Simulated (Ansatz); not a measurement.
Theory: DFT PBE, scalar-relativistic, plane waves, PAW in Ansatz. Settings: cutoff 420 eV, Γ-centred meshes spaced at most about 0.3 Å⁻¹, and about 0.25 Å⁻¹ or finer for metals (2π included), Gaussian smearing. No spin polarisation in the final relaxations.

Temperature and zero-point effects are left out.

Compare these two cells of Ga₂GeO₂, each relaxed at this level.

A.

```yaml
crystal:
  lattice:
    - [3.81659, 0.00000, 0.00000]
    - [0.00000, 3.81659, 0.00000]
    - [0.00000, 0.00000, 5.77153]
  atoms:
    - { symbol: Ga, position: [0.50000, 0.00000, 0.15799] }
    - { symbol: Ga, position: [0.00000, 0.50000, 0.15799] }
    - { symbol: Ge, position: [0.50000, 0.50000, 0.69481] }
    - { symbol: O, position: [0.50000, 0.00000, 0.82745] }
    - { symbol: O, position: [0.00000, 0.50000, 0.82745] }
```

B.

```yaml
crystal:
  lattice:
    - [5.62631, 0.00000, 0.00000]
    - [0.00000, 5.62631, 0.00000]
    - [0.00000, 0.00000, 4.52873]
  atoms:
    - { symbol: Ga, position: [0.50000, 0.23133, 0.00000] }
    - { symbol: Ga, position: [0.50000, 0.76867, 0.00000] }
    - { symbol: Ga, position: [0.76867, 0.50000, 0.50000] }
    - { symbol: Ga, position: [0.23133, 0.50000, 0.50000] }
    - { symbol: Ge, position: [0.00000, 0.00000, 0.75000] }
    - { symbol: Ge, position: [0.00000, 0.00000, 0.25000] }
    - { symbol: O, position: [0.27002, 0.50000, 0.00000] }
    - { symbol: O, position: [0.72998, 0.50000, 0.00000] }
    - { symbol: O, position: [0.50000, 0.27002, 0.50000] }
    - { symbol: O, position: [0.50000, 0.72998, 0.50000] }
```

Problem. Which form is favoured at zero pressure, and by what margin per atom?

Solution. B is lower, by 77 meV/atom. A has space group P4mm (No. 99), 16.8 Å³/atom and no gap on its mesh; B has space group P4_2/mmc (No. 131), 14.3 Å³/atom and no gap. Counting O atoms around Ga and Ge (those within 1.25 times the shortest such distance or 1.15 times the sum of covalent radii; a plus sign parts nearer from farther groups; the shortest distance is added where it is long for a bond), A has Ga 1, Ge 4 and B has Ga 2+2, Ge 8 from 3.4 Å. B holds Ge–Ge chains (shortest 2.26 Å); in A the shortest Ge–Ge distance is 3.82 Å. In A, Ga is surrounded by 1 O at 1.91 Å; Ge is surrounded by 4 O at 2.06 Å; O has 1 Ga at 1.91 Å and 2 Ge at 2.06 Å. In B, around Ga lie 2 O at 1.99 Å, 2 O at 2.27 Å and 1 Ga at 2.60 Å; around Ge lie 2 Ge at 2.26 Å; around O lie 2 Ga at 1.99 Å and 2 Ga at 2.27 Å. Both come from invented guesses. A third cell relaxed alike, in P-3m1, lies 290 meV/atom below the lower of the two.

Weakly bound directions are ill-defined at this level, which has no dispersion term (P4mm), and this can change margins and order among such cells. Cells relaxed within their symmetry can be saddle points.
